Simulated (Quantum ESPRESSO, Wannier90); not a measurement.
**Tight-binding from DFT: AgI (wurtzite)**

Cell from Materials Project (mp-22894), symmetrised, no further relaxation. COD (Crystallography Open Database) has the formula in 2 space groups, this one among them (matched by group alone). Computed values, not measurements, from LDA: Quantum ESPRESSO (norm-conserving PseudoDojo potentials, cutoff 69 Ry, no spin polarisation, no spin-orbit coupling) on a Γ-centred 6×6×4 mesh, then Wannier90. Density: 12×12×4 mesh, cold smearing 0.01 Ry. Spin-orbit coupling is left out although heavy elements are present.

On the energy scale of pw.x, whose zero is arbitrary, the valence-band maximum lies at 4.83 eV.

Input w.win:

```
num_bands = 18
num_wann = 18
exclude_bands = 1-8,27-39
num_iter = 800
conv_tol = 1.0e-4
conv_window = 4
write_hr = true
write_u_matrices = true
begin projections
f=0.3793,0.2593,-0.1657:s
f=-0.3837,-0.1219,-0.4091:s
f=-0.4085,0.0795,-0.4955:s
f=0.4410,-0.4534,0.2833:s
f=-0.1119,0.3290,0.4517:s
f=0.0525,-0.0040,-0.1050:s
f=-0.2444,0.1727,0.2034:s
f=-0.4461,0.1126,-0.0458:s
f=-0.2496,0.2722,-0.1993:s
f=0.0820,-0.2582,-0.4306:s
f=0.1731,0.1378,-0.0536:s
f=0.0261,0.3384,-0.2452:s
f=0.0995,0.1381,-0.3456:s
f=-0.2128,0.4685,0.4502:s
f=0.2625,0.1355,-0.1831:s
f=-0.3837,0.0129,-0.0132:s
f=-0.4001,0.4548,0.1225:s
f=-0.0922,-0.1234,-0.2136:s
end projections
begin unit_cell_cart
ang
    4.6585598679    0.0000000000    0.0000000000
   -2.3292799340    4.0344311907    0.0000000000
    0.0000000000    0.0000000000    7.5527400000
end unit_cell_cart
begin atoms_frac
Ag   0.3333333333 -0.3333333333  0.0009800000
Ag  -0.3333333333  0.3333333333 -0.4990200000
I    0.3333333333 -0.3333333333  0.3789200000
I   -0.3333333333  0.3333333333 -0.1210800000
end atoms_frac
mp_grid = 6 6 4
begin kpoints
0.0000000000 0.0000000000 0.0000000000
0.0000000000 0.0000000000 0.2500000000
0.0000000000 0.0000000000 0.5000000000
... (141 more lines: the 6x6x4 mesh through Gamma)
end kpoints
```

Input of pw2wannier90.x that gives the overlap and projection files (equivalent; here they were cut from one run over all bands):

```
&inputpp
  outdir = './out'
  prefix = 'pwscf'
  seedname = 'w'
  write_amn = .true.
  write_mmn = .true.
/
```

Output w.wout (banner and timings cut):

```
                                    ------
                                    SYSTEM
                                    ------

                              Lattice Vectors (Ang)
                    a_1     4.658560   0.000000   0.000000
                    a_2    -2.329280   4.034431   0.000000
                    a_3     0.000000   0.000000   7.552740

                   Unit Cell Volume:     141.95102  (Ang^3)

                        Reciprocal-Space Vectors (Ang^-1)
                    b_1     1.348740   0.778695  -0.000000
                    b_2     0.000000   1.557391   0.000000
                    b_3     0.000000  -0.000000   0.831908

 *----------------------------------------------------------------------------*
 |   Site       Fractional Coordinate          Cartesian Coordinate (Ang)     |
 +----------------------------------------------------------------------------+
 | ag   1   0.33333  -0.33333   0.00098   |    2.32928  -1.34481   0.00740    |
 | ag   2  -0.33333   0.33333  -0.49902   |   -2.32928   1.34481  -3.76897    |
 | i    1   0.33333  -0.33333   0.37892   |    2.32928  -1.34481   2.86188    |
 | i    2  -0.33333   0.33333  -0.12108   |   -2.32928   1.34481  -0.91449    |
 *----------------------------------------------------------------------------*
                                ------------
                                K-POINT GRID
                                ------------

             Grid size =  6 x  6 x  4      Total points =  144

 *---------------------------------- MAIN ------------------------------------*
 |  Number of Wannier Functions               :                18             |
 |  Number of Objective Wannier Functions     :                18             |
 |  Number of input Bloch states              :                18             |
 |  Output verbosity (1=low, 5=high)          :                 1             |
 |  Timing Level (1=low, 5=high)              :                 1             |
 |  Optimisation (0=memory, 3=speed)          :                 3             |
 |  Length Unit                               :               Ang             |
 |  Post-processing setup (write *.nnkp)      :                 F             |
 |  Using Gamma-only branch of algorithms     :                 F             |
 *----------------------------------------------------------------------------*
 *------------------------------- WANNIERISE ---------------------------------*
 |  Total number of iterations                :               800             |
 |  Number of CG steps before reset           :                 5             |
 |  Trial step length for line search         :             2.000             |
 |  Convergence tolerence                     :         0.100E-03             |
 |  Convergence window                        :                 4             |
 |  Iterations between writing output         :                 1             |
 |  Iterations between backing up to disk     :               100             |
 |  Write r^2_nm to file                      :                 F             |
 |  Write xyz WF centres to file              :                 F             |
 |  Write on-site energies <0n|H|0n> to file  :                 F             |
 |  Use guiding centre to control phases      :                 F             |
 |  Use phases for initial projections        :                 F             |
 *----------------------------------------------------------------------------*
 *-------------------------------- PLOTTING ----------------------------------*
 |  Plotting Hamiltonian in WF basis          :                 T             |
 *----------------------------------------------------------------------------*

       ... (k-mesh section left out)

 Starting a new Wannier90 calculation ...

 Reading overlaps from w.mmn

 Reading projections from w.amn

 *------------------------------- WANNIERISE ---------------------------------*
 +--------------------------------------------------------------------+<-- CONV
 | Iter  Delta Spread     RMS Gradient      Spread (Ang^2)            |<-- CONV
 +--------------------------------------------------------------------+<-- CONV

 ------------------------------------------------------------------------------
 Initial State
  WF centre and spread    1  (  1.535041,  1.390885, -0.984464 )    11.06314604
  WF centre and spread    2  ( -2.015752, -1.287187, -4.177482 )     6.75307091
  WF centre and spread    3  ( -2.321812,  0.187567, -4.080929 )     4.45731075
  WF centre and spread    4  (  2.728281, -1.640326,  2.398973 )     2.48100231
  WF centre and spread    5  ( -1.520368,  1.654860,  3.436313 )     3.37210795
  WF centre and spread    6  (  0.792532, -1.354513, -0.553337 )    16.50410722
  WF centre and spread    7  ( -2.194551,  0.519594,  2.564954 )     7.55556508
  WF centre and spread    8  ( -2.572009,  0.353726, -0.417182 )     6.38602380
  WF centre and spread    9  ( -1.960966,  1.532061, -1.241487 )     5.27129650
  WF centre and spread   10  (  0.907781, -1.829727, -3.897708 )     4.96289692
  WF centre and spread   11  (  0.104755,  2.482142, -0.236315 )     8.65502318
  WF centre and spread   12  ( -0.855167,  2.191001, -0.832444 )     7.68519978
  WF centre and spread   13  (  0.904807,  1.654083, -3.801413 )    12.13331945
  WF centre and spread   14  ( -2.179236,  1.738335,  3.489327 )     3.32549091
  WF centre and spread   15  (  1.865760,  0.800925, -0.754077 )    21.60925575
  WF centre and spread   16  ( -2.166129, -0.739514, -0.142991 )     5.32492920
  WF centre and spread   17  ( -3.404452,  2.014489, -0.212294 )     7.02013442
  WF centre and spread   18  ( -0.731260, -2.116050, -1.132753 )    14.99180760
  Sum of centres and spreads (-13.082745,  7.552354,-10.575309 )   149.55168777

      0     0.150E+03     0.0000000000      149.5516877246  <-- CONV
        O_D=     11.5780206 O_OD=    117.6585281 O_TOT=    149.5516877 <-- SPRD
 ------------------------------------------------------------------------------
      1    -0.344E+01     7.8530153554      146.1139229137  <-- CONV
        O_D=     10.2156576 O_OD=    115.5831263 O_TOT=    146.1139229 <-- SPRD
      2    -0.246E+02     6.1530074032      121.5070300040  <-- CONV
        O_D=      5.8647938 O_OD=     95.3270973 O_TOT=    121.5070300 <-- SPRD
      3    -0.160E+02     4.5574816963      105.4596972821  <-- CONV
        O_D=      5.7659558 O_OD=     79.3786025 O_TOT=    105.4596973 <-- SPRD
      4    -0.397E+01     4.8826205509      101.4860413413  <-- CONV
        O_D=      6.1192883 O_OD=     75.0516141 O_TOT=    101.4860413 <-- SPRD
      5    -0.505E+01     5.0956539474       96.4385210151  <-- CONV
        O_D=      5.5632635 O_OD=     70.5601186 O_TOT=     96.4385210 <-- SPRD
       ... (lines left out)
    100    -0.227E-02     0.0526357607       22.6032024593  <-- CONV
        O_D=      0.0080756 O_OD=      2.2799879 O_TOT=     22.6032025 <-- SPRD
       ... (lines left out)
    141    -0.816E-04     0.0147024948       22.5762817154  <-- CONV
        O_D=      0.0079842 O_OD=      2.2531585 O_TOT=     22.5762817 <-- SPRD
    142    -0.911E-04     0.0104990195       22.5761905894  <-- CONV
        O_D=      0.0079838 O_OD=      2.2530678 O_TOT=     22.5761906 <-- SPRD
    143    -0.922E-04     0.0108598358       22.5760983854  <-- CONV
        O_D=      0.0079804 O_OD=      2.2529791 O_TOT=     22.5760984 <-- SPRD
             <<<     Delta < 1.000E-04  over  4 iterations     >>>
             <<< Wannierisation convergence criteria satisfied >>>
 Final State
  WF centre and spread    1  (  1.756588,  1.671932, -0.691558 )     1.82058113
  WF centre and spread    2  ( -1.761588, -1.668930, -4.451642 )     1.82003639
  WF centre and spread    3  ( -2.333604, -0.684885, -4.469372 )     1.82041574
  WF centre and spread    4  (  2.336886, -1.352564,  2.170376 )     1.84581121
  WF centre and spread    5  ( -2.314969,  1.355806,  3.785498 )     0.78964928
  WF centre and spread    6  (  2.317695, -1.331809,  0.010688 )     0.81121613
  WF centre and spread    7  ( -2.331812,  1.336012,  3.757033 )     0.81258251
  WF centre and spread    8  ( -2.328643,  0.688023, -0.683007 )     1.81972188
  WF centre and spread    9  ( -2.323367,  1.342554, -1.606186 )     1.84578157
  WF centre and spread   10  (  1.758118, -1.672479, -4.464148 )     1.81967233
  WF centre and spread   11  (  0.012640,  2.675646, -0.005318 )     0.79920740
  WF centre and spread   12  ( -0.014405,  2.676961,  0.012991 )     0.78750499
  WF centre and spread   13  (  2.306023,  1.330852, -3.775134 )     0.80278465
  WF centre and spread   14  ( -2.319681,  1.349348,  3.788395 )     0.77905068
  WF centre and spread   15  (  2.895161,  1.676818, -0.681448 )     1.82004974
  WF centre and spread   16  ( -2.330338, -1.322525, -0.004079 )     0.80458884
  WF centre and spread   17  ( -4.644071,  2.680921,  0.020511 )     0.77964004
  WF centre and spread   18  (  0.001762, -2.682476, -3.744892 )     0.79780395
  Sum of centres and spreads ( -9.317605,  8.069205,-11.031292 )    22.57609844

         Spreads (Ang^2)       Omega I      =    20.315138939
        ================       Omega D      =     0.007980371
                               Omega OD     =     2.252979075
    Final Spread (Ang^2)       Omega Total  =    22.576098385
```
